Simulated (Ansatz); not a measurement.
**A trial form of La₂Hf₃C**

Theory: DFT PBE, scalar-relativistic, plane waves, PAW (Ansatz 0.2.0). Cutoff 420 eV, Gaussian smearing, Γ-centred meshes. Cell and atoms relax first on a coarse mesh and then on a finer one. In between, the cell is made exact in the group found at 0.06 Å. In metals the finer mesh still leaves noise of several meV/atom or more. The steps can't lower the symmetry of their start. No spin polarisation.

The guess for La₂Hf₃C was made by a generator: random cell by space group and Wyckoff sites (R-3m, No. 166). Its size is a rough estimate.

```yaml
crystal:
  lattice:
    - [2.57060, 1.48414, 4.80050]
    - [-2.57060, 1.48414, 4.80050]
    - [0.00000, -2.96828, 4.80050]
  atoms:
    - { symbol: La, position: [0.33357, 0.33357, 0.33357] }
    - { symbol: La, position: [0.66643, 0.66643, 0.66643] }
    - { symbol: Hf, position: [0.00000, 0.00000, 0.50000] }
    - { symbol: Hf, position: [0.50000, 0.00000, 0.00000] }
    - { symbol: Hf, position: [0.00000, 0.50000, 0.00000] }
    - { symbol: C, position: [0.00000, 0.00000, 0.00000] }
```

The zero of energy is the elements' standard structures at the same level; no fitted shifts are applied.

Task: Describe the relaxed structure.

Result: The symmetry stays R-3m (No. 166). The volume per atom grows by 21.5 %, from 18.3 to 22.3 Å³. The shortest distance goes from 2.57 Å (Hf–Hf) to 2.67 Å (Hf–C). The ratio c/a of the conventional cell changes by a factor of 0.68. The energy falls by about 0.87 eV/atom (the start's value is from the coarse mesh). Conventional cell: a = 6.251 Å, c = 11.839 Å. La is surrounded by 1 La at 2.85 Å, 3 Hf at 3.10 Å, 6 Hf at 3.43 Å, 3 C at 3.65 Å and 3 La at 3.77 Å; Hf has 2 C at 2.67 Å, 2 La at 3.10 Å, 4 Hf at 3.13 Å and 4 La at 3.43 Å; C is surrounded by 6 Hf at 2.67 Å, 6 La at 3.65 Å and 2 La at 4.50 Å.

```cif
data_structure
_symmetry_space_group_name_H-M 'R-3m:H'
_symmetry_Int_Tables_number 166
_cell_length_a 6.2511
_cell_length_b 6.2511
_cell_length_c 11.8390
_cell_angle_alpha 90.000
_cell_angle_beta 90.000
_cell_angle_gamma 120.000
_cell_volume 400.64
loop_
_atom_site_label
_atom_site_type_symbol
_atom_site_symmetry_multiplicity
_atom_site_Wyckoff_symbol
_atom_site_fract_x
_atom_site_fract_y
_atom_site_fract_z
_atom_site_occupancy
La1 La 6 c 0.33333 0.66667 0.04646 1
Hf1 Hf 9 d 0.16667 0.33333 0.83333 1
C1 C 3 a 0.00000 0.00000 0.00000 1
```

Task: How does it come out in energy, and is it a metal?

Result: The formation energy is +0.53 eV/atom and the gap on the 12×12×12 mesh of the 6-atom cell is 0 eV (a metal).

It can't be a ground state, since the elements alone are lower.

The last run used Gaussian smearing of 0.10 eV. These runs have no spin–orbit coupling, which can matter for Hf. The cell is a metal run without spin; a magnetic state may lie lower. The reference form of C is held partly by dispersion forces, which this level lacks. A structure relaxed within its symmetry needn't be a true minimum. In all, the 3 runs took 25 min on 1 thread of Intel(R) Xeon(R) Processor @ 2.50GHz (Skylake/Cascade Lake), on a shared host.
